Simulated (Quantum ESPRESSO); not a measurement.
```cif
data_CsF3Hg
_chemical_formula_sum 'F3 Cs1 Hg1'
_space_group_name_H-M_alt 'Pm-3m'
_space_group_IT_number 221
_space_group_name_Hall '-P 4 2 3'
_cell_length_a 4.59545
_cell_length_b 4.59545
_cell_length_c 4.59545
_cell_angle_alpha 90.000
_cell_angle_beta 90.000
_cell_angle_gamma 90.000
loop_
_atom_site_label
_atom_site_type_symbol
_atom_site_symmetry_multiplicity
_atom_site_Wyckoff_symbol
_atom_site_fract_x
_atom_site_fract_y
_atom_site_fract_z
_atom_site_occupancy
F1 F 3 c 0.00000 0.50000 0.50000 1
Cs1 Cs 1 a 0.00000 0.00000 0.00000 1
Hg1 Hg 1 b 0.50000 0.50000 0.50000 1
```

The geometry is that of Materials Project entry mp-561947, symmetrised and not relaxed again.

Problem. What does PBEsol (Quantum ESPRESSO, PseudoDojo norm-conserving, 84 Ry, with spin-orbit coupling) give for the electronic structure near the Fermi level?

Solution. The PBEsol gap is indirect, 0.44 eV, from R to Γ; the smallest direct gap is 2.52 eV. Another valence extremum on the path lies within 0.02 eV, too close to call. The cell is held in this high symmetry; tilts and polar distortions were not searched.
